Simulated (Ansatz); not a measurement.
**Cancellation of cutoff errors in InP₃**

Method: DFT PBEsol, scalar-relativistic, plane waves, PAW in Ansatz 0.2.0.

```yaml
crystal:
  lattice:
    - [3.72450, 2.15034, 3.29500]
    - [-3.72450, 2.15034, 3.29500]
    - [0.00000, -4.30068, 3.29500]
  atoms:
    - { symbol: In, position: [0.27550, 0.27550, 0.27550] }
    - { symbol: In, position: [0.72450, 0.72450, 0.72450] }
    - { symbol: P, position: [0.79630, 0.24140, 0.79630] }
    - { symbol: P, position: [0.79630, 0.79630, 0.24140] }
    - { symbol: P, position: [0.24140, 0.79630, 0.79630] }
    - { symbol: P, position: [0.20370, 0.75860, 0.20370] }
    - { symbol: P, position: [0.75860, 0.20370, 0.20370] }
    - { symbol: P, position: [0.20370, 0.20370, 0.75860] }
```

```
Γ-centred k-mesh : 6×6×6
occupation rule  : Gaussian smearing, 0.1 eV
spin treatment   : unpolarised
```

A second cell has all atoms moved and the lattice slightly strained:

```yaml
crystal:
  lattice:
    - [3.71122, 2.20495, 3.32084]
    - [-3.71513, 2.21668, 3.31759]
    - [0.00822, -4.31484, 3.24952]
  atoms:
    - { symbol: In, position: [0.29176, 0.29425, 0.28423] }
    - { symbol: In, position: [0.72558, 0.70590, 0.73954] }
    - { symbol: P, position: [0.80669, 0.23986, 0.78690] }
    - { symbol: P, position: [0.81361, 0.78020, 0.21846] }
    - { symbol: P, position: [0.26000, 0.77576, 0.80343] }
    - { symbol: P, position: [0.23143, 0.77396, 0.17075] }
    - { symbol: P, position: [0.73507, 0.17213, 0.19757] }
    - { symbol: P, position: [0.19605, 0.20187, 0.76910] }
```

It ran on a 6×6×6 mesh. Both were run at several values of the cutoff; energies per atom at zero smearing, errors against the largest value (600 eV), which isn't proved converged itself.

| cutoff | error, first cell (meV) | error, second cell (meV) |
| --- | --- | --- |
| 200 eV | 2452.60 | 2462.69 |
| 250 eV | 371.51 | 371.88 |
| 300 eV | 50.50 | 50.46 |
| 350 eV | 6.83 | 6.83 |
| 420 eV | 0.85 | 0.85 |

At the largest value the second cell lies 111.57 meV/atom above the first. What is the error of that difference at each value, and where does each quantity come within 1 meV/atom?

The error of the difference is the second cell's error less the first's:
```
cutoff difference (meV) its error (meV)
200 eV            121.65            10.09
250 eV            111.93             0.36
300 eV            111.53            -0.04
350 eV            111.57             0.00
420 eV            111.57             0.00
```

The first cell's total energy stays within 1 meV/atom from 420 eV on, the difference from 250 eV on. Most of the error cancels, by a factor of about 1028 in the median. A missing short wave mostly misdescribes the region near each nucleus, which both cells share; what doesn't cancel comes largely from the change of volume and bonding.

6 further runs of this set aren't shown.

Cost: 12 runs of about 12 core-minutes in all, on Intel Xeon Processor @ 2.50GHz (Skylake/Cascade Lake) (shared hosts).